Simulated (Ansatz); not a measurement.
Cu₃Pt (Cu3Au type)

```
CELL_PARAMETERS angstrom
      3.68445     0.00000     0.00000
      0.00000     3.68445     0.00000
      0.00000     0.00000     3.68445
ATOMIC_POSITIONS crystal
  Cu 0.00000 0.50000 0.50000
  Cu 0.50000 0.00000 0.50000
  Cu 0.50000 0.50000 0.00000
  Pt 0.00000 0.00000 0.00000
```

The slice is a {110} plane (indices of the conventional cell) through the point (0.000, 0.500, 0.500) (fractional), spanned by u = [100] and v = [011] in vectors of this cell: u (3.68 Å) and v (5.21 Å, at 90° to u). It covers one period; positions are fractions (u, v).

All values below come from r2SCAN (plane waves to 500 eV, PAW, scalar-relativistic; Ansatz, a program for electronic structure). k mesh 13×13×13. These are valence fields of a PAW run, semicore shells included where kept as valence: close to a nucleus they are smooth pseudo fields. Cu3Pt is run without spin polarisation. Cu3Pt was relaxed with its symmetry unable to fall. Spin-orbit coupling is left out, though Pt is heavy.

What is the ELF at the density minimum of the shortest Cu–Pt line in this plane (2.61 Å)?

0.2.

What is the valence density on the shortest Cu–Pt line in this plane (2.61 Å), at its minimum between the atoms?

0.35 e/Å³.

Predict the map of the electrostatic potential energy of an electron, from the cell's mean on the slice.


| v \ u | 0.00 | 0.15 | 0.30 | 0.45 | 0.60 | 0.75 | 0.90 |
|---|---|---|---|---|---|---|---|
| 0.86 | x | x | 10.6 | 10.9 | 11.0 | 9.4 | x |
| 0.71 | 4.5 | 8.2 | 10.9 | 9.8 | 10.2 | 10.6 | 6.5 |
| 0.57 | x | x | 6.6 | 12.3 | 11.6 | x | x |
| 0.43 | x | x | 6.6 | 12.3 | 11.6 | x | x |
| 0.29 | 4.5 | 8.2 | 10.9 | 9.8 | 10.2 | 10.6 | 6.5 |
| 0.14 | x | x | 10.6 | 10.9 | 11.0 | 9.4 | x |
| 0.00 | x | x | 8.5 | 12.5 | 12.0 | x | x |

Values: electrostatic potential energy of an electron, from the cell's mean, in eV. Points within 1 Å of a nucleus are blanked (x), as the pseudised field means little there. Values under 4 eV are set to 4. The zero, the cell's mean, hangs on the PAW cores.
